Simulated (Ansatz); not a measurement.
Electric field gradients in InSe at a changed volume

The cell is a structure deposited in the COD, relaxed with PBE at fixed cell and then changed (volume scaled by 1.04, ions relaxed).

```
CELL_PARAMETERS angstrom
4.10329 0.00000 0.00000
-2.05165 3.55356 0.00000
0.00000 0.00000 17.15279
ATOMIC_POSITIONS crystal
In 0.33333 0.66667 0.16796
In 0.66667 0.33333 0.66796
In 0.33333 0.66667 0.33204
In 0.66667 0.33333 0.83204
Se 0.33333 0.66667 0.59480
Se 0.66667 0.33333 0.09480
Se 0.33333 0.66667 0.90520
Se 0.66667 0.33333 0.40520
```

Sites (sets of like atoms) are named by element and the number of their first atom in this list.

Method: Kohn–Sham DFT in Ansatz, PBE, plane waves and PAW, scalar-relativistic, 420 eV cutoff, Γ-centred 13×13×3 k-points, Fermi–Dirac smearing 0.05 eV.

Conventions: |V_zz| ≥ |V_yy| ≥ |V_xx|, η = (V_xx − V_yy)/V_zz, C_Q = eQV_zz/h.

¹¹⁵In: I = 9/2, Q = 772.0 mb. Nuclear quadrupole moments: year-2017 set (Pyykkö).

```tsv
site	atoms (order as listed)	first shell	V_zz (10²¹ V/m²)	η	C_Q (MHz)
In	1, 2, 3, 4	3 Se at 2.68 Å; also 1 In at 2.81 Å	-10.40	0.00	-194
Se	5, 6, 7, 8	3 In at 2.68 Å	-8.77	0.00	–
```

An axis of threefold or higher order runs through In and Se, so V_zz lies along it and η is zero.

Se has no stable isotope with a ground-state quadrupole moment in the table, so no C_Q is given.

Without spin–orbit coupling (the program notes it for In) the gradients can shift somewhat, as the gap is small. With a gap of 0.24 eV under a smearing of 0.05 eV the band edges are partly filled, so small gradients can hang on the smearing and the k-mesh.

The relaxation (4 steps) took 76 s of wall time (76 s of CPU time) and 0.95 GiB at its peak, on 1 thread of Intel Xeon 6975P-C (Granite Rapids) (x86_64; 16 cores open to the job, memory cap 3.0 GiB, no GPU), a shared host with a load of 0.5 a core.
